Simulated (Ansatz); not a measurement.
Cu (body-centred tetragonal, I4/mmm) at seven volumes, plane-wave PAW r²SCAN+D4 (Ansatz code), shape and atoms relaxed at each. One row is withheld.

```json
[
 {"V (Å³/atom)": "10.303", "P (GPa)": "20.08"},
 {"V (Å³/atom)": "10.642", "P (GPa)": "12.16"},
 {"V (Å³/atom)": "10.982", "P (GPa)": "5.54"},
 {"V (Å³/atom)": "11.322", "P (GPa)": "-0.01"},
 {"V (Å³/atom)": "11.661", "P (GPa)": "-4.63"},
 {"V (Å³/atom)": "12.001", "P (GPa)": "-8.48"},
 {"V (Å³/atom)": "12.340", "P (GPa)": "?"}
]
```

Q: Fit the shown pressures and predict the withheld one.

A: P = (3/2)B₀(x^(7/2) − x^(5/2))[1 + (3/4)(B′ − 4)(x − 1)] with x = (V₀/V)^(2/3). Least squares on the six rows gives V₀ = 11.322 Å³/atom, B₀ = 168 GPa, B′ = 4.98. At V = 12.340, x = 0.9442 and P = -11.68 GPa. The run itself gave -11.65 GPa.

The first step of the workflow began from a Materials Project structure, measured or hypothetical; the Crystallography Open Database copy checked does not list it. It is not the phase usual at ambient conditions (space group No. 225). Symmetry was held in the r²SCAN+D4 relaxation. At this level the phase is mechanically unstable. No spin polarisation was allowed. The pairwise dispersion correction was not fitted to metals.

Potentials: the later of the program's two PAW sets.
